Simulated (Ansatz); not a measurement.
Zn (hcp (Mg type), P6_3/mmc) at seven volumes, plane-wave PAW r²SCAN (Ansatz code), shape and atoms relaxed at each. One row is withheld.

```
V (Å³/atom)  P (GPa)
-----------  -------
13.222          8.72
13.658          4.99
14.094          2.10
14.530          0.02
14.966         -1.83
15.402         -3.46
15.838             ?
```

Q: Fit the shown pressures and predict the withheld one.

A: P = (3/2)B₀(x^(7/2) − x^(5/2))[1 + (3/4)(B′ − 4)(x − 1)] with x = (V₀/V)^(2/3). Least squares on the six rows gives V₀ = 14.509 Å³/atom, B₀ = 68.8 GPa, B′ = 6.61. At V = 15.838, x = 0.9432 and P = -4.50 GPa. The run itself gave -4.59 GPa.

The cell was relaxed with r²SCAN under the symmetry of its start; of distortions, only those at the zone centre were tested.

Potentials: the earlier of the program's two PAW sets.
